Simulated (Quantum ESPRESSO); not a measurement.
# Planted mistakes on one cell of Hf3TaO7N

These are calculations, not measurements. They come from pw.x of Quantum ESPRESSO 7.5, a plane-wave density functional program, with PseudoDojo standard norm-conserving files (v0.5 for PBE, v0.4.1 for LDA and PBEsol). The cells are made up: elements, strain and atom displacements were drawn at random, and nothing was relaxed. There is no spin polarisation, spin-orbit coupling or dispersion term.

The hafnium file is less sure than the others, with forces about 3 percent (worst 6) and pressure in oxides about 1.5 GPa (worst 2.7) from a second method in checks, which no rerun with the same files tests.

The cell has 12 sites of a fluorite lattice. Sites 1 to 4 hold Hf Hf Ta Hf; sites 5 to 12 hold O O O O O O N O. Cell vectors in Å: (4.963, -0.046, 0.068); (-0.046, 5.076, -0.045); (0.068, -0.045, 4.967). Settings: PBE, cutoff 1143 eV, 5 x 4 x 5 k mesh shifted by half a step, Fermi-Dirac smearing of 0.025 eV.

The intended run has a self-consistency threshold of 1e-07 eV, a smearing term of 0.000 eV, a pressure of 11.00 GPa and 16 iterations. Each further run changes one thing: all lengths scaled by 0.9806; atoms of sites 8 and 11 exchanged; k mesh 2 x 2 x 2; one electron removed; smearing 0.58 eV; threshold 0.2 eV. A coarse mesh keeps the shift, and a charged cell sits in a uniform background.

| run | change of free energy (eV) | smearing term -TS (eV) | change of P (GPa) | largest change of a force component (eV/Å) | iterations |
| --- | --- | --- | --- | --- | --- |
| A | -0.502 | 0.000 | -0.33 | 3.914 | 15 |
| B | -0.654 | -1.937 | 1.91 | 0.829 | 14 |
| C | 0.039 | 0.000 | -0.70 | 0.157 | 6 |
| D | -13.960 | -0.015 | -23.10 | 1.807 | 19 |
| E | 0.914 | 0.000 | 19.87 | 0.341 | 15 |
| F | -0.399 | 0.000 | -0.77 | 0.103 | 15 |

A rerun of the intended cell at 1437 eV and k mesh 7 x 6 x 7 moved values by no more than 0.002 eV in the cell's energy, 0.05 GPa in stress and 0.006 eV/Å in force.

Question: which change belongs to which run?

## Worked reading

Run C has the fewest iterations, as a run stopped early does. Run B has the largest smearing term, as wide smearing gives. Run E changes the volume by a factor of 0.9429; minus its pressure change over the logarithm of that factor, 338 GPa, is a rough bulk modulus with clamped atoms. Energies from files of another functional, or of a charged cell, have another zero and say nothing on stability; the pressure of a charged cell rests on the program's zero of potential too.

## Key

| run | change |
| --- | --- |
| A | atoms of sites 8 and 11 exchanged |
| B | smearing 0.58 eV |
| C | threshold 0.2 eV |
| D | one electron removed |
| E | all lengths scaled by 0.9806 |
| F | k mesh 2 x 2 x 2 |